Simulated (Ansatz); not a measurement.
**Electric field gradients in SiO2**

The cell is a COD entry, its atoms then relaxed with PBE in this cell.

Space group P4_12_12 (No. 92); a = 4.9790, c = 6.9500 Å.

```csv
site,Wyckoff,site symmetry,x,y,z
Si,4a,..2,0.3044,0.3044,0.0000
O,8b,1,0.2371,0.1148,0.1843
```

One atom of each set is listed.

The numbers come from a DFT calculation in Ansatz (r2SCAN, plane waves and PAW, scalar-relativistic, 500 eV cutoff, Γ-centred 5×5×4 k-points, Fermi–Dirac smearing 0.02 eV).

Conventions: |V_zz| ≥ |V_yy| ≥ |V_xx|, η = (V_xx − V_yy)/V_zz, C_Q = eQV_zz/h.

¹⁷O: I = 5/2, Q = -25.58 mb. Quadrupole moments are those of Pyykkö's year-2017 table.

Task: What field gradients does the calculation give at each kind of site?

Result: 

```csv
site,atoms,first shell,V_zz (10²¹ V/m²),η,C_Q (MHz)
Si,4,4 O at 1.62–1.63 Å,-0.38,0.72,–
O,8,"2 Si at 1.62–1.63 Å, angle 143°",9.36,0.19,-5.79
```

At O V_zz runs parallel to the line that joins its two neighbours (within 1°).

Si has no stable isotope with a ground-state quadrupole moment in the table, so no C_Q is given.

The largest force is 0.3 eV/Å, so the atoms aren't at the calculated equilibrium and relaxing them would move these values.
